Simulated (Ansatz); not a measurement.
Ansatz (a quantum-chemistry and plane-wave program) input:

Ansatz 0.2 input:
```yaml
crystal:
  lattice:
    - [0.0, 3.0319271691, 3.0319271691]
    - [3.0319271691, 0.0, 3.0319271691]
    - [3.0319271691, 3.0319271691, 0.0]
  atoms:
    - { symbol: La, position: [0.0, 0.0, 0.0] }
    - { symbol: As, position: [0.5, 0.5, 0.5] }
kpoints:
  mp_grid: { grid: [24, 24, 24] }
hamiltonian:
  xc: lda
  pseudopotentials: { kind: paw }
scf:
  occupations: { method: fermi_dirac, width: 0.1 }
elastic: { mode: relaxed_ion, stencil: two_point, amplitude: 0.005, f_tol: 0.0005 }
```

Output (shortened):

```
Pseudopotential: La, paw, valence charge 11
Pseudopotential: As, paw, valence charge 15
Functional definition: SPW92
Crystal: 2 atoms, lattice volume = 55.742 Å³
Basis set: ecut = 420 eV, 1067 PW (Γ)
Bands: 17, of which v1, the nominal top of the filled ones, is band 13 counted from 1 (12 counted from 0)
Symmetry: 48 space group operations
Space group: Fm-3m (ITA 225), of the structure as read, at distance tolerance 3.8e-5 Å
k-points: 413 of 13824
SCF iter   1: F=—  HF=-10852.902991 eV  |F-HF|=—  |Δ(HF+E_count)|=         —  Δρ=4.02e-3  dr2=4.15e-3  ethr=1.77e-3  ⟨swp⟩=4.0  Hψ=28637  notcnv=0
preconditioner: auto → Kerker (q_TF=auto, 2.403 Å⁻¹)
SCF iter   2: F=—  HF=-10852.901044 eV  |F-HF|=—  |Δ(HF+E_count)|=   1.95e-3  Δρ=2.18e-3  dr2=1.26e-3  ethr=1.60e-5  ⟨swp⟩=2.0  Hψ=15279  notcnv=0
SCF iter   3: F=—  HF=-10852.900847 eV  |F-HF|=—  |Δ(HF+E_count)|=   1.97e-4  Δρ=3.41e-4  dr2=5.10e-5  ethr=4.84e-6  ⟨swp⟩=2.0  Hψ=9723  notcnv=0
SCF iter   4: F=—  HF=-10852.900838 eV  |F-HF|=—  |Δ(HF+E_count)|=   9.02e-6  Δρ=1.41e-4  dr2=9.31e-6  ethr=1.96e-7  ⟨swp⟩=2.0  Hψ=11483  notcnv=0
SCF iter   5: F=—  HF=-10852.900836 eV  |F-HF|=—  |Δ(HF+E_count)|=   2.47e-6  Δρ=3.16e-5  dr2=9.15e-7  ethr=3.58e-8  ⟨swp⟩=2.0  Hψ=11942  notcnv=0
SCF iter   6: F=—  HF=-10852.900835 eV  |F-HF|=—  |Δ(HF+E_count)|=   1.99e-7  Δρ=1.23e-5  dr2=9.15e-8  ethr=3.52e-9  ⟨swp⟩=2.0  Hψ=12403  notcnv=0
SCF iter   7: F=—  HF=-10852.900835 eV  |F-HF|=—  |Δ(HF+E_count)|=   6.51e-9  Δρ=2.82e-6  dr2=6.44e-9  ethr=3.52e-10  ⟨swp⟩=2.0  Hψ=8251  notcnv=0
SCF iter   8: F=—  HF=-10852.900835 eV  |F-HF|=—  |Δ(HF+E_count)|=   1.03e-9  Δρ=7.30e-7  dr2=4.69e-10  ethr=2.48e-11  ⟨swp⟩=2.0  Hψ=8347  notcnv=0
SCF iter  11: F=-10852.900835 eV  HF=-10852.900835 eV  |F-HF|=3.64e-12  |Δ(HF+E_count)|=  3.64e-12  Δρ=3.65e-9  dr2=7.27e-15  ethr=1.00e-12  ⟨swp⟩=4.1  Hψ=24503  notcnv=0
the search or the solves at the SCF's close seem to have found levels that the self-consistency loop had missed (the run counts 1) …
SCF 1 converged in 11 iterations: F = -10852.900835 eV  dr2 = 7.27e-15
Crystal: 2 atoms, lattice volume = 55.464 Å³
Symmetry: 16 space group operations
k-points: 1063 of 13824
iter 1 solved again at ethr=5.71e-7 eV; its pass at ethr=3.10e-3 eV (dr2=1.48e-4 eV) is discarded
SCF iter   1: F=—  HF=-10852.900193 eV  |F-HF|=—  |Δ(HF+E_count)|=         —  Δρ=4.68e-4  dr2=2.08e-4  ethr=5.71e-7  ⟨swp⟩=2.0  Hψ=138311  notcnv=0
preconditioner: auto → Kerker (q_TF=auto, 2.405 Å⁻¹)
SCF iter   2: F=—  HF=-10852.900140 eV  |F-HF|=—  |Δ(HF+E_count)|=   5.23e-5  Δρ=2.97e-4  dr2=8.46e-5  ethr=5.71e-7  ⟨swp⟩=1.6  Hψ=19029  notcnv=0
SCF iter   3: F=—  HF=-10852.900106 eV  |F-HF|=—  |Δ(HF+E_count)|=   3.43e-5  Δρ=5.26e-5  dr2=2.26e-6  ethr=3.25e-7  ⟨swp⟩=2.0  Hψ=22496  notcnv=0
SCF iter   4: F=—  HF=-10852.900105 eV  |F-HF|=—  |Δ(HF+E_count)|=   1.31e-6  Δρ=2.87e-5  dr2=5.95e-7  ethr=8.69e-9  ⟨swp⟩=2.0  Hψ=31911  notcnv=0
SCF iter   5: F=—  HF=-10852.900105 eV  |F-HF|=—  |Δ(HF+E_count)|=   1.38e-7  Δρ=9.75e-6  dr2=6.17e-8  ethr=2.29e-9  ⟨swp⟩=2.0  Hψ=31630  notcnv=0
SCF iter   6: F=—  HF=-10852.900105 eV  |F-HF|=—  |Δ(HF+E_count)|=  3.93e-10  Δρ=2.23e-6  dr2=2.81e-9  ethr=2.37e-10  ⟨swp⟩=1.1  Hψ=18225  notcnv=0
SCF iter   7: F=—  HF=-10852.900105 eV  |F-HF|=—  |Δ(HF+E_count)|=  4.67e-10  Δρ=3.61e-7  dr2=6.89e-11  ethr=1.08e-11  ⟨swp⟩=2.2  Hψ=23520  notcnv=0
SCF iter   8: F=—  HF=-10852.900105 eV  |F-HF|=—  |Δ(HF+E_count)|=  1.82e-11  Δρ=6.62e-8  dr2=2.06e-12  ethr=2.65e-13 (applied; sched 1.00e-12)  ⟨swp⟩=2.1  Hψ=22149  notcnv=0
SCF iter   9: F=-10852.900105 eV  HF=-10852.900105 eV  |F-HF|=1.82e-12  |Δ(HF+E_count)|=  1.82e-12  Δρ=1.17e-8  dr2=9.72e-14  ethr=1.00e-12  ⟨swp⟩=3.2  Hψ=81308  notcnv=0
SCF 2 converged in 9 iterations: F = -10852.900105 eV  dr2 = 9.72e-14
Crystal: 2 atoms, lattice volume = 56.021 Å³
iter 1 solved again at ethr=1.11e-10 eV; its pass at ethr=3.10e-3 eV (dr2=2.87e-8 eV) is discarded
SCF iter   1: F=—  HF=-10852.900010 eV  |F-HF|=—  |Δ(HF+E_count)|=         —  Δρ=1.03e-5  dr2=3.03e-8  ethr=1.11e-10  ⟨swp⟩=3.2  Hψ=145160  notcnv=0
preconditioner: auto → Kerker (q_TF=auto, 2.401 Å⁻¹)
SCF iter   2: F=—  HF=-10852.900010 eV  |F-HF|=—  |Δ(HF+E_count)|=   1.22e-8  Δρ=5.78e-6  dr2=1.23e-8  ethr=1.11e-10  ⟨swp⟩=1.4  Hψ=18866  notcnv=0
SCF iter   3: F=—  HF=-10852.900010 eV  |F-HF|=—  |Δ(HF+E_count)|=   2.92e-9  Δρ=8.56e-7  dr2=6.21e-10  ethr=4.72e-11  ⟨swp⟩=2.1  Hψ=22397  notcnv=0
SCF iter   4: F=—  HF=-10852.900010 eV  |F-HF|=—  |Δ(HF+E_count)|=  1.24e-10  Δρ=2.20e-7  dr2=2.64e-11  ethr=2.39e-12  ⟨swp⟩=2.2  Hψ=24474  notcnv=0
SCF iter   5: F=—  HF=-10852.900010 eV  |F-HF|=—  |Δ(HF+E_count)|=  5.46e-12  Δρ=8.64e-8  dr2=6.36e-12  ethr=1.02e-13 (applied; sched 1.00e-12)  ⟨swp⟩=2.0  Hψ=31994  notcnv=0
SCF iter   6: F=—  HF=-10852.900010 eV  |F-HF|=—  |Δ(HF+E_count)|=  7.28e-12  Δρ=3.47e-8  dr2=5.00e-13  ethr=2.45e-14 (applied; sched 1.00e-12)  ⟨swp⟩=2.0  Hψ=31910  notcnv=0
SCF iter   7: F=-10852.900010 eV  HF=-10852.900010 eV  |F-HF|=1.82e-12  |Δ(HF+E_count)|=    0.00e0  Δρ=5.44e-9  dr2=1.38e-14  ethr=1.00e-12  ⟨swp⟩=4.1  Hψ=63977  notcnv=0
SCF 3 converged in 7 iterations: F = -10852.900010 eV  dr2 = 1.38e-14
Crystal: 2 atoms, lattice volume = 55.742 Å³
Symmetry: 8 space group operations
k-points: 1963 of 13824
iter 1 solved again at ethr=5.27e-8 eV; its pass at ethr=3.10e-3 eV (dr2=1.37e-5 eV) is discarded
SCF iter   1: F=—  HF=-10852.900713 eV  |F-HF|=—  |Δ(HF+E_count)|=         —  Δρ=1.73e-4  dr2=1.14e-5  ethr=5.27e-8  ⟨swp⟩=2.5  Hψ=257426  notcnv=0
preconditioner: auto → Kerker (q_TF=auto, 2.403 Å⁻¹)
SCF iter   2: F=—  HF=-10852.900712 eV  |F-HF|=—  |Δ(HF+E_count)|=   1.80e-6  Δρ=1.01e-4  dr2=3.92e-6  ethr=4.39e-8  ⟨swp⟩=1.0  Hψ=33373  notcnv=0
SCF iter   3: F=—  HF=-10852.900711 eV  |F-HF|=—  |Δ(HF+E_count)|=   4.07e-7  Δρ=1.10e-5  dr2=5.41e-8  ethr=1.51e-8  ⟨swp⟩=2.1  Hψ=44100  notcnv=0
SCF iter   4: F=—  HF=-10852.900711 eV  |F-HF|=—  |Δ(HF+E_count)|=   4.91e-8  Δρ=2.16e-6  dr2=5.09e-9  ethr=2.08e-10  ⟨swp⟩=2.3  Hψ=56800  notcnv=0
SCF iter   5: F=—  HF=-10852.900711 eV  |F-HF|=—  |Δ(HF+E_count)|=  3.58e-10  Δρ=1.00e-6  dr2=1.25e-9  ethr=1.96e-11  ⟨swp⟩=2.0  Hψ=58930  notcnv=0
SCF iter   6: F=—  HF=-10852.900711 eV  |F-HF|=—  |Δ(HF+E_count)|=  9.64e-10  Δρ=3.90e-7  dr2=1.27e-10  ethr=4.82e-12  ⟨swp⟩=2.0  Hψ=58937  notcnv=0
SCF iter   7: F=—  HF=-10852.900711 eV  |F-HF|=—  |Δ(HF+E_count)|=  5.46e-11  Δρ=1.19e-7  dr2=8.84e-12  ethr=4.87e-13 (applied; sched 1.00e-12)  ⟨swp⟩=2.0  Hψ=58902  notcnv=0
SCF iter   8: F=-10852.900711 eV  HF=-10852.900711 eV  |F-HF|=1.82e-12  |Δ(HF+E_count)|=  3.64e-12  Δρ=1.45e-8  dr2=7.19e-14  ethr=1.00e-12  ⟨swp⟩=3.7  Hψ=139619  notcnv=0
SCF 4 converged in 8 iterations: F = -10852.900711 eV  dr2 = 7.19e-14
Crystal: 2 atoms, lattice volume = 55.742 Å³
iter 1 solved again at ethr=2.57e-11 eV; its pass at ethr=3.10e-3 eV (dr2=6.69e-9 eV) is discarded
SCF iter   1: F=—  HF=-10852.900711 eV  |F-HF|=—  |Δ(HF+E_count)|=         —  Δρ=5.24e-6  dr2=6.45e-9  ethr=2.57e-11  ⟨swp⟩=3.1  Hψ=271735  notcnv=0
preconditioner: auto → Kerker (q_TF=auto, 2.403 Å⁻¹)
SCF iter   2: F=—  HF=-10852.900711 eV  |F-HF|=—  |Δ(HF+E_count)|=   5.68e-9  Δρ=2.72e-6  dr2=1.70e-9  ethr=2.48e-11  ⟨swp⟩=2.0  Hψ=38911  notcnv=0
SCF iter   3: F=—  HF=-10852.900711 eV  |F-HF|=—  |Δ(HF+E_count)|=   2.05e-9  Δρ=3.79e-7  dr2=9.45e-11  ethr=6.54e-12  ⟨swp⟩=2.6  Hψ=51072  notcnv=0
SCF iter   4: F=—  HF=-10852.900711 eV  |F-HF|=—  |Δ(HF+E_count)|=  3.27e-11  Δρ=1.87e-7  dr2=8.42e-12  ethr=3.63e-13 (applied; sched 1.00e-12)  ⟨swp⟩=2.0  Hψ=58917  notcnv=0
SCF iter   5: F=—  HF=-10852.900711 eV  |F-HF|=—  |Δ(HF+E_count)|=  3.64e-12  Δρ=3.32e-8  dr2=4.76e-13  ethr=3.24e-14 (applied; sched 1.00e-12)  ⟨swp⟩=2.0  Hψ=43357  notcnv=0
SCF iter   6: F=-10852.900711 eV  HF=-10852.900711 eV  |F-HF|=5.46e-12  |Δ(HF+E_count)|=  5.46e-12  Δρ=8.14e-9  dr2=5.12e-14  ethr=1.00e-12  ⟨swp⟩=4.1  Hψ=118269  notcnv=0
SCF 5 converged in 6 iterations: F = -10852.900711 eV  dr2 = 5.12e-14
SCF converged after 11 iterations
Free energy (F): -10852.900835 eV
Harris-Foulkes:  -10852.900835 eV  (|F-HF|=3.64e-12)
Internal energy: -10852.891545 eV  (E = F + TS)
E sigma→0 (E₀):  -10852.896190 eV
Entropy (-TS):   -0.009290 eV (-4.645 meV/atom)
Fermi energy:    10.286896 eV
--- Per-component energies (eV) ---
  E_band       = -259.722729
  E_kinetic    = 297.573852
  E_local      = -2197.662972  (includes V_loc(G=0)·N_el)
  E_nonlocal   = -565.961132
  E_hartree    = 1137.674260
  E_xc         = -218.548626
  E_vxc        = -228.571486  (∫ρ·V_xc dr)
  E_paw        = -6997.842891  (= ΣΔE_a)
  E_vpaw       = 159.550480  (= ΣTr[D̂ρ^β])
  E_aug_tail   = 0.000007  (compensation charges beyond the density's cutoff)
  E_ewald      = -2310.521989
  E_core_change = 2.397946  (= ΣΔE_core)
  E_smearing   = -0.009290  (= −TS)
  E_closure    = 0.000000  (closes the sum)
  Σ components = -10852.900835   (vs F -10852.900835, Δ=0.00e0)
  [band-id]    e_kinetic+e_local+e_nonlocal+2·e_hartree+e_vxc+e_vpaw+e_augmentation_tail = -259.722731   (vs E_band -259.722729, Δ=-2.14e-6)
--- Forces (eV/Å), atoms counted from 1 ---
  atom   1  La     0.00000000     0.00000000     0.00000000
  atom   2  As     0.00000000     0.00000000     0.00000000
  max |Σ_I F_I| component: 0.0 eV/Å
--- Stress (GPa, compression-positive) ---
       -0.035551       0.000000       0.000000
        0.000000      -0.035551       0.000000
        0.000000       0.000000      -0.035551
  P = ⅓ Tr σ = -0.0356 GPa (-0.356 kbar)
--- Band table (eV; the first three rows and the last of 413) ---
  k-point 0: bands = ["-23.8783", "-23.8783", "-23.8651", "-23.8651", "-23.8651", "-21.6746", "-5.1753", "-5.1753", "-5.1753", "0.2148", "10.3417", "10.3417", "10.3417", "11.8553", "11.8553", "11.8553", "12.6107"]
  k-point 1: bands = ["-23.8783", "-23.8783", "-23.8651", "-23.8651", "-23.8651", "-21.6738", "-5.1900", "-5.1760", "-5.1760", "0.2397", "10.2319", "10.2777", "10.2777", "11.8548", "11.8812", "11.8812", "12.6433"]
  k-point 2: bands = ["-23.8783", "-23.8783", "-23.8651", "-23.8651", "-23.8651", "-21.6714", "-5.2323", "-5.1779", "-5.1779", "0.3127", "9.9461", "10.1087", "10.1087", "11.8499", "11.9523", "11.9523", "12.7231"]
  k-point 412: bands = ["-23.8827", "-23.8783", "-23.8648", "-23.8648", "-23.8643", "-21.6062", "-5.5230", "-5.5230", "-5.4382", "0.9839", "8.4340", "9.1222", "9.1222", "12.2864", "12.2864", "12.9456", "12.9456"]
--- Elastic constants: 2 strain directions × 2 members + reference (group order 48) ---
  dense FFT box of the reference and of every strained cell: 30×30×30
  strains applied: 11, 23; error gains: componentwise 1.00 (the most a stress slope's error grows in a printed constant), spectral 1.73 (1 for all six strains …
  C = ∂σ_k/∂η_j (tension-positive GPa; Voigt order 11 22 33 23 13 12):
       178.998     23.229     23.229      0.000      0.000      0.000
        23.229    178.998     23.229      0.000      0.000      0.000
        23.229     23.229    178.998      0.000      0.000      0.000
         0.000      0.000      0.000     28.713      0.000      0.000
         0.000      0.000      0.000      0.000     28.713      0.000
         0.000      0.000      0.000      0.000      0.000     28.713
  reference stress σ⁰ (GPa):      0.036      0.036      0.036      0.000      0.000      0.000
  C* (energy form; C + prestress term) asymmetry max|C*_kj − C*_jk| = 7.105e-15 GPa — a small one proves nothing (zero by symmetry where the batch's group is …
  moduli (Voigt/Reuss/Hill, GPa): K = 75.15/75.15/75.15   G = 48.38/38.41/43.40   E = 109.18   ν = 0.258
  mechanically stable: yes (min eigenvalue of sym C = 28.71 GPa)
  where every solve meets its electron count the energy-path curvature estimates C_jj along a normal strain and C_jj − ¼(σ⁰_aa + σ⁰_bb) along a shear (ab), of …
  strain η (Voigt 11):  stress-route row diagonal C_11 = 179.00 GPa, energy-path curvature d²(F+E_count+ΔE)/dδ²/Ω₀ = 178.97 GPa
         δ    σ_11 (GPa)             F (eV)   n_scf  n_hpsi   n_pw
    -5.000e-3      -0.8856      -10852.9001048       9  411717   1106   relax 0 steps, max|allowed force component| 0.0 eV/Å
     5.000e-3       0.9043      -10852.9000104       7  361994   1115   relax 0 steps, max|allowed force component| 0.0 eV/Å
  strain η (Voigt 23):  stress-route row diagonal C_44 = 28.71 GPa, energy-path curvature d²(F+E_count+ΔE)/dδ²/Ω₀ = 28.70 GPa
         δ    σ_23 (GPa)             F (eV)   n_scf  n_hpsi   n_pw
    -5.000e-3      -0.1436      -10852.9007112       8  750699   1113   relax 0 steps, max|allowed force component| 0.0 eV/Å
     5.000e-3       0.1436      -10852.9007112       6  624889   1113   relax 0 steps, max|allowed force component| 0.0 eV/Å
```

Cost: roughly 5 core-minutes on shared cores.

The workflow started from a Materials Project entry (that database holds measured and hypothetical structures alike); the Crystallography Open Database files this formula in space group No. 225, but the cells were not matched. Whether it is the stable phase at ambient conditions was not checked. Symmetry was held in the LDA relaxation; of distortions, only those at the zone centre were tested. As this level gives no gap, shear constants depend on the k-mesh and smearing (Fermi–Dirac, 0.1 eV here). Spin–orbit coupling is left out wherever it is not named.

Potentials: the later of the program's two PAW sets.

Ansatz is a plane-wave DFT program.
